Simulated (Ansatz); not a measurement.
## Relaxation of Mo$_{14}$S$_{27}$

Level of theory: Ansatz, DFT PBEsol, scalar-relativistic, plane waves, PAW. Run with 420 eV cutoff, 2×2×2 k-mesh, Gaussian smearing of 0.01 eV, no spin polarisation.

What was changed: S vacancy (site f), charge +0, atoms relaxed at the host's cell.

In a supercell of 41 atoms the defect feels its periodic images.

Spin polarisation was left out.

Command:

```bash
ansatz run input.yaml --threads 4 --pin off --max-ram 8192MiB --backend cpu --events-out ev --progress --plain --runs-dir out
```

Input:

```yaml
crystal:
  lattice:
    - [7.853470783, 2.7205220903, 0.0]
    - [-1.5706941497, -8.1615662511, 0.0]
    - [0.0, 0.0, -12.5850874087]
  atoms:
    - { symbol: Mo, position: [0.3333333333, 0.6666666667, 0.75] }
    - { symbol: Mo, position: [0.7619047619, 0.8095238095, 0.75] }
    - { symbol: Mo, position: [0.4761904762, 0.380952381, 0.75] }
    - { symbol: Mo, position: [0.1904761905, 0.9523809524, 0.75] }
    - { symbol: Mo, position: [0.9047619048, 0.5238095238, 0.75] }
    - { symbol: Mo, position: [0.619047619, 0.0952380952, 0.75] }
    - { symbol: Mo, position: [0.0476190476, 0.2380952381, 0.75] }
    - { symbol: Mo, position: [0.1050111891, 0.4741897792, 0.2573677691] }
    - { symbol: Mo, position: [0.5227620887, 0.6141307039, 0.253433042] }
    - { symbol: Mo, position: [0.2380952381, 0.1904761905, 0.25] }
    - { symbol: Mo, position: [0.9523809524, 0.7619047619, 0.25] }
    - { symbol: Mo, position: [0.6666666667, 0.3333333333, 0.25] }
    - { symbol: Mo, position: [0.3829547647, 0.9046313683, 0.2499795404] }
    - { symbol: Mo, position: [0.8095238095, 0.0476190476, 0.25] }
    - { symbol: S, position: [0.7619047619, 0.8095238095, 0.3738803285] }
    - { symbol: S, position: [0.4761904762, 0.380952381, 0.3738803285] }
    - { symbol: S, position: [0.1904761905, 0.9523809524, 0.3738803285] }
    - { symbol: S, position: [0.9047619048, 0.5238095238, 0.3738803285] }
    - { symbol: S, position: [0.619047619, 0.0952380952, 0.3738803285] }
    - { symbol: S, position: [0.0476190476, 0.2380952381, 0.3738803285] }
    - { symbol: S, position: [0.0952380952, 0.4761904762, 0.6261196715] }
    - { symbol: S, position: [0.5238095238, 0.619047619, 0.6261196715] }
    - { symbol: S, position: [0.2380952381, 0.1904761905, 0.6261196715] }
    - { symbol: S, position: [0.9523809524, 0.7619047619, 0.6261196715] }
    - { symbol: S, position: [0.6666666667, 0.3333333333, 0.6261196715] }
    - { symbol: S, position: [0.380952381, 0.9047619048, 0.6261196715] }
    - { symbol: S, position: [0.8095238095, 0.0476190476, 0.6261196715] }
    - { symbol: S, position: [0.3333333333, 0.6666666667, 0.1261196715] }
    - { symbol: S, position: [0.7619047619, 0.8095238095, 0.1261196715] }
    - { symbol: S, position: [0.4761904762, 0.380952381, 0.1261196715] }
    - { symbol: S, position: [0.1904761905, 0.9523809524, 0.1261196715] }
    - { symbol: S, position: [0.9047619048, 0.5238095238, 0.1261196715] }
    - { symbol: S, position: [0.619047619, 0.0952380952, 0.1261196715] }
    - { symbol: S, position: [0.0476190476, 0.2380952381, 0.1261196715] }
    - { symbol: S, position: [0.0952380952, 0.4761904762, 0.8738803285] }
    - { symbol: S, position: [0.5238095238, 0.619047619, 0.8738803285] }
    - { symbol: S, position: [0.2380952381, 0.1904761905, 0.8738803285] }
    - { symbol: S, position: [0.9523809524, 0.7619047619, 0.8738803285] }
    - { symbol: S, position: [0.6666666667, 0.3333333333, 0.8738803285] }
    - { symbol: S, position: [0.380952381, 0.9047619048, 0.8738803285] }
    - { symbol: S, position: [0.8095238095, 0.0476190476, 0.8738803285] }
  host:
    lattice:
      - [3.1413883142, 2.8e-09, 0.0]
      - [-1.5706941595, 2.7205220818, 0.0]
      - [0.0, 0.0, 12.5850874087]
    atoms:
      - { symbol: Mo, position: [0.6666666667, 0.3333333333, 0.25] }
      - { symbol: Mo, position: [0.3333333333, 0.6666666667, 0.75] }
      - { symbol: S, position: [0.6666666667, 0.3333333333, 0.6261196715] }
      - { symbol: S, position: [0.3333333333, 0.6666666667, 0.3738803285] }
      - { symbol: S, position: [0.6666666667, 0.3333333333, 0.8738803285] }
      - { symbol: S, position: [0.3333333333, 0.6666666667, 0.1261196715] }
basis:
  ecutwfc: 420
  xc_grid: 2
kpoints:
  mp_grid: { grid: [2, 2, 2], shift: [0.0, 0.0, 0.0] }
hamiltonian:
  xc: pbesol
scf:
  occupations: { method: gaussian, width: 0.01 }
output:
  forces: true
  stress: false
  eigenvalues: true
  charged_corrections:
    defect_position: [0.33333333, 0.66666667, 0.37388033]
    epsilon: [[14.9804, 0.0, 0.0], [0.0, 14.9804, 0.0], [0.0, 0.0, 6.0416]]
relax:
  adjacent_minimum: "off"
  f_tol: 0.025
  max_steps: 45
```

F is the free energy.

Steps:

```csv
step,F − F(1) (eV),largest force component (eV/Å)
1,0.0000,2.366
2,-0.2326,0.792
3,-0.3835,0.072
4,-0.3849,0.011
```

Relaxed structure:

```cif
data_structure
_symmetry_space_group_name_H-M 'P 1'
_symmetry_Int_Tables_number 1
_cell_length_a 8.3113
_cell_length_b 8.3113
_cell_length_c 12.5851
_cell_angle_alpha 90.000
_cell_angle_beta 90.000
_cell_angle_gamma 120.000
_cell_volume 752.88
loop_
_atom_site_label
_atom_site_type_symbol
_atom_site_fract_x
_atom_site_fract_y
_atom_site_fract_z
_atom_site_occupancy
Mo1 Mo 0.33349 0.66642 0.75048 1
Mo2 Mo 0.76206 0.80926 0.74997 1
Mo3 Mo 0.47637 0.38079 0.74998 1
Mo4 Mo 0.19068 0.95215 0.74997 1
Mo5 Mo 0.90499 0.52356 0.74997 1
Mo6 Mo 0.61914 0.09493 0.74997 1
Mo7 Mo 0.04777 0.23787 0.74998 1
Mo8 Mo 0.10133 0.48036 0.24854 1
Mo9 Mo 0.51982 0.62048 0.24861 1
Mo10 Mo 0.23965 0.19303 0.25097 1
Mo11 Mo 0.95428 0.76067 0.25099 1
Mo12 Mo 0.66703 0.33328 0.25308 1
Mo13 Mo 0.37980 0.89876 0.24860 1
Mo14 Mo 0.80728 0.04601 0.25094 1
S1 S 0.75642 0.80714 0.37366 1
S2 S 0.47381 0.38745 0.37489 1
S3 S 0.19317 0.94871 0.37370 1
S4 S 0.91439 0.52642 0.37489 1
S5 S 0.61287 0.08590 0.37485 1
S6 S 0.05154 0.24388 0.37362 1
S7 S 0.09582 0.47623 0.62632 1
S8 S 0.52368 0.61894 0.62632 1
S9 S 0.23830 0.19033 0.62605 1
S10 S 0.95261 0.76164 0.62604 1
S11 S 0.66683 0.33309 0.62603 1
S12 S 0.38099 0.90410 0.62632 1
S13 S 0.80960 0.04732 0.62604 1
S14 S 0.33365 0.66654 0.12451 1
S15 S 0.76049 0.80671 0.12697 1
S16 S 0.47954 0.38388 0.12768 1
S17 S 0.19354 0.95315 0.12697 1
S18 S 0.90503 0.52075 0.12766 1
S19 S 0.61645 0.09518 0.12770 1
S20 S 0.04711 0.23970 0.12693 1
S21 S 0.09513 0.47572 0.87410 1
S22 S 0.52421 0.61878 0.87410 1
S23 S 0.23826 0.19022 0.87386 1
S24 S 0.95255 0.76167 0.87385 1
S25 S 0.66683 0.33309 0.87382 1
S26 S 0.38116 0.90478 0.87410 1
S27 S 0.80970 0.04738 0.87387 1
```

The run converged. Time: 2 min on 4 threads of Intel(R) Xeon(R) Processor @ 2.70GHz, with other jobs on the host, peak memory 3.7 GiB.